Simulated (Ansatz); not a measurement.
A geometry of MgF2 away from equilibrium: step 17 of the relaxation of a relaxed MgF2 cell shaken by Gaussian noise of σ = 0.08 Å a coordinate. The numbers are results of PBEsol (plane waves to 420 eV, PAW, scalar-relativistic; Ansatz, a program for electronic structure), not measurements. Γ-centred k-mesh 4×4×8 on the run's cell (coarser than for final values), Fermi–Dirac smearing 0.05 eV.

```
MgF2
1.0
    5.13902     0.00022     0.00000
   -2.56932     4.45042     0.00005
    0.00000     0.00002     4.12799
F Mg
6 3
Direct
  0.33634   0.00165   0.74379
  0.00286   0.33504   0.74380
  0.66945   0.66816   0.74378
  0.66941   0.00160   0.23087
  0.00291   0.66817   0.23086
  0.33636   0.33512   0.23088
  0.00288   0.00162   0.48730
  0.33623   0.66830   0.98726
  0.66955   0.33496   0.98738
```

**Question.** Which atoms carry the largest force, and which way does it point?

**Answer.** No atom: all forces are below 0.005 eV/Å; only the cell is out of equilibrium.

**Question.** What is the pressure?

**Answer.** +2.1 GPa, compression positive.

**Question.** How far above the relaxed end point is this geometry?

**Answer.** 0.01 eV/atom; the path ends in P-31m (No. 162) (AFLOW prototype AB2_hP9_162_ad_k (as in V2N)).

No spin polarisation in the result.

The end of the path is a generated cell of MgF2: the first start was made by a random draw of sites in a space group, and the end was not matched to a known phase here, so it may be hypothetical. Known forms of MgF2 include space group No. 136.
